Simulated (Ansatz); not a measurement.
**What DFT gives for YGa2Fe2**

```xyz
5
Lattice="0.0000 4.0095 0.0000 4.0095 0.0000 0.0000 2.0048 2.0048 -5.3145" Properties=species:S:1:pos:R:3 pbc="T T T"
Ga    2.0048    2.0048   -1.3286
Ga    4.0095    4.0095   -3.9859
Y     0.0000    0.0000    0.0000
Fe    2.0048    4.0095   -2.6572
Fe    4.0095    2.0048   -2.6572
```

Method: PBE, no spin polarisation; PAW, plane waves to 420 eV, 7×7×7 Γ-centred mesh, gaussian occupations (width 0.0127 eV) (Ansatz 0.2.0), atoms fixed.

Question: Give the Bader charges.

Answer: Bader charges in e: Y +1.64, Ga -0.57, Fe -0.25. In the mean Y gives up most and Ga takes most.

Question: Describe some of the short contacts.

Answer: Ga–Fe at 2.41 Å: least valence density 0.39 e/Å³ and ELF 0.34 there. Ga–Ga at 2.66 Å: least valence density 0.28 e/Å³ and ELF 0.49 there. Fe–Fe at 2.84 Å: least valence density 0.25 e/Å³ and ELF 0.38 there. These are pseudo-fields; inside the PAW spheres they differ from the all-electron ones.

Question: Metal or insulator?

Answer: It is a metal, with about 10 states/eV a cell as the mean within 0.25 eV of the Fermi level, mostly Fe d (84 %).

Question: Is it stable against the elements?

Answer: -0.14 eV an atom against the elements' usual phases (free molecules for gases, crystals otherwise, with no correction for O₂ or N₂), so it is bound against them; other compounds may still compete. Relaxing would lower it.

Question: What does the stress say?

Answer: The pressure is -4.7 GPa (compression positive), so with the atoms held at these fractions the cell would first shrink.

Origin: a known structure type with other elements, at an estimated volume, so it need not be a known compound. Caveats: no spin polarisation, so a magnetic state may lie lower.
